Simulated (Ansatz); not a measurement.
Straining Rb

Computed with DFT PBEsol, scalar-relativistic, plane waves, PAW (Ansatz 0.2.0). Settings: 420 eV cutoff, 10×10×10 k-mesh, Gaussian smearing of 0.10 eV, no spin polarisation.

The relaxed crystal:

```xyz
2
Lattice="5.5718 0.0000 0.0000 0.0000 5.5718 0.0000 0.0000 0.0000 5.5718" Properties=species:S:1:pos:R:3 pbc="T T T"
Rb    0.0000    0.0000    0.0000
Rb    2.7859    2.7859    2.7859
```

Deformation: shear that moves c along a by the strain times its height over the a-b plane, the cell held and the atoms relaxed, all within the symmetry that the strain leaves. Energies are extrapolated to zero smearing. Stress is positive in compression, on the Cartesian axes of the cell above.

```tsv
strain (%)	ΔE (meV/atom)	a (Å)	b (Å)	c (Å)	σxx (GPa)	σyy (GPa)	σzz (GPa)	σyz (GPa)	σxz (GPa)	σxy (GPa)
+0.0	0.0	5.572	5.572	5.572	-0.01	-0.01	-0.01	0.00	0.00	0.00
+2.0	0.2	5.572	5.572	5.573	-0.01	-0.01	0.00	0.00	-0.04	0.00
+4.0	?	5.572	5.572	5.576	?	?	?	?	?	?
+6.0	2.2	5.572	5.572	5.582	-0.01	0.00	0.00	0.00	-0.13	0.00
+8.0	3.9	5.572	5.572	5.590	-0.02	0.01	0.01	0.00	-0.17	0.00
+12.0	?	5.572	5.572	5.612	?	?	?	?	?	?
```

Problem. Fill in the row at +4.0 %.

Solution. ΔE 1.0 meV/atom; σxx -0.01 GPa; σyy 0.00 GPa; σzz 0.00 GPa; σyz 0.00 GPa; σxz -0.09 GPa; σxy 0.00 GPa.

Problem. Fill in the row at +12.0 %.

Solution. ΔE 8.6 meV/atom; σxx -0.03 GPa; σyy 0.03 GPa; σzz 0.03 GPa; σyz 0.00 GPa; σxz -0.25 GPa; σxy 0.00 GPa.